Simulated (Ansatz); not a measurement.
Starting cell, Si (diamond):

```xyz
4
Lattice="0.0000 5.4441 5.4441 2.7220 0.0000 2.7220 2.7220 2.7220 0.0000" Properties=species:S:1:pos:R:3 pbc="T T T"
Si     2.7220     2.7220     2.7220
Si     2.7220     5.4441     5.4441
Si     4.0830     4.0830     4.0830
Si     4.0830     6.8051     6.8051
```

A phonon eigenvector at L = (0.5, 0.0, 0.0) is frozen into this cell: atom i moves by Q times the vector below, so Q is the largest atomic displacement, in Å. The cell is held. (q is in reciprocal vectors of the primitive cell; the cell shown is doubled to hold the pattern.)

```tsv
atom	x	y	z
Si1	-0.577	0.577	0.577
Si2	0.577	-0.577	-0.577
Si3	-0.577	0.577	0.577
Si4	0.577	-0.577	-0.577
```

Method: r2SCAN (plane waves to 500 eV, PAW, scalar-relativistic; Ansatz, a first-principles code). k mesh 5×10×10 (Γ-centred), Fermi-Dirac smearing 0.05 eV. Energies are smeared free energies. Si was relaxed with its symmetry unable to fall. The PAW data are Ansatz's earlier set. ΔE is measured from the undisplaced structure.

```csv
Q (Å),ΔE (meV/cell)
-0.1000,370
-0.0833,253
-0.0667,160
-0.0500,89
-0.0333,withheld
-0.0167,10
0.0000,0
0.0167,10
0.0333,withheld
0.0500,89
0.0667,160
0.0833,253
0.1000,370
```

Problem. Fit an even polynomial form (powers 2, 4) to the given rows and predict ΔE at Q = -0.0333.

Solution. Least squares on the 11 given rows: ΔE = (35170)·Q² + (183900)·Q⁴, in meV/cell with Q in Å; root-mean-square residual 0.1 meV/cell. At -0.0333 the fit gives 39 meV/cell; the calculation gives 40 meV/cell, so the interpolation is off by -1 (-2.5 %). The quadratic term alone would give 39 meV/cell.

(A displaced cell: forces are minus the slopes of the energy, force constants its curvatures, and phonons follow from these.)
